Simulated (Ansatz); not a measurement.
Given:

TiSi$_{2}$ (C54 type, space group Fddd)

```
CELL_PARAMETERS angstrom
      0.00000     8.26485     8.56481
      2.40310     0.00000     4.28241
      2.40310     4.13243     0.00000
ATOMIC_POSITIONS crystal
  Si 0.33151 0.33699 0.66301
  Si 0.83151 0.33699 0.66301
  Si 0.16849 0.66301 0.33699
  Si 0.66849 0.66301 0.33699
  Si 0.29349 0.91301 0.58699
  Si 0.79349 0.91301 0.58699
  Si 0.45651 0.58699 0.91301
  Si 0.95651 0.58699 0.91301
  Ti 0.00000 0.00000 0.00000
  Ti 0.50000 0.00000 0.00000
  Ti 0.12500 0.25000 0.25000
  Ti 0.62500 0.25000 0.25000
```

The atoms are displaced by Q × the pattern below (from a DFPT mode at L = (0.5, 0.0, 0.0), largest move 1; Q in Å), at fixed cell. (q is in reciprocal vectors of the primitive cell; the cell shown is doubled to hold the pattern.)

```json
[
 {"atom": "Si1", "x": "0.264", "y": "-0.592", "z": "-0.375"},
 {"atom": "Si2", "x": "-0.264", "y": "0.592", "z": "0.375"},
 {"atom": "Si3", "x": "-0.559", "y": "-0.194", "z": "0.806"},
 {"atom": "Si4", "x": "0.559", "y": "0.194", "z": "-0.806"},
 {"atom": "Si5", "x": "0.264", "y": "-0.592", "z": "-0.375"},
 {"atom": "Si6", "x": "-0.264", "y": "0.592", "z": "0.375"},
 {"atom": "Si7", "x": "-0.559", "y": "-0.194", "z": "0.806"},
 {"atom": "Si8", "x": "0.559", "y": "0.194", "z": "-0.806"},
 {"atom": "Ti9", "x": "-0.065", "y": "-0.652", "z": "-0.446"},
 {"atom": "Ti10", "x": "0.065", "y": "0.652", "z": "0.446"},
 {"atom": "Ti11", "x": "0.065", "y": "0.652", "z": "0.446"},
 {"atom": "Ti12", "x": "-0.065", "y": "-0.652", "z": "-0.446"}
]
```

Level of theory: PBE (plane waves to 420 eV, PAW, scalar-relativistic; Ansatz, a program for electronic structure). k mesh 7×13×13 (Γ-centred), Fermi-Dirac smearing 0.05 eV. E stands for the smeared free energy. With partly filled bands, energies and forces of such displacements shift with the k mesh and the smearing. The PAW data are Ansatz's earlier set. TiSi2 is run without spin polarisation. TiSi2 was relaxed with its symmetry unable to fall. The zero of ΔE is the undisplaced structure.

The scan covers Q from -0.280 to 0.280 Å in 13 points.

Problem. Which space group does the distorted structure have?

Solution. P-1 (No. 2), lowered from Fddd.

Problem. Is this a single well or a double well?

Solution. A single well with its minimum at or next to zero displacement.

Problem. What is the energy change at Q = 0.280 Å?

Solution. 2962 meV/cell.

Problem. What harmonic wavenumber does the curvature at Q = 0 give?

Solution. 239 cm⁻¹.

(A displaced cell: forces are minus the slopes of the energy, force constants its curvatures, and phonons follow from these.)
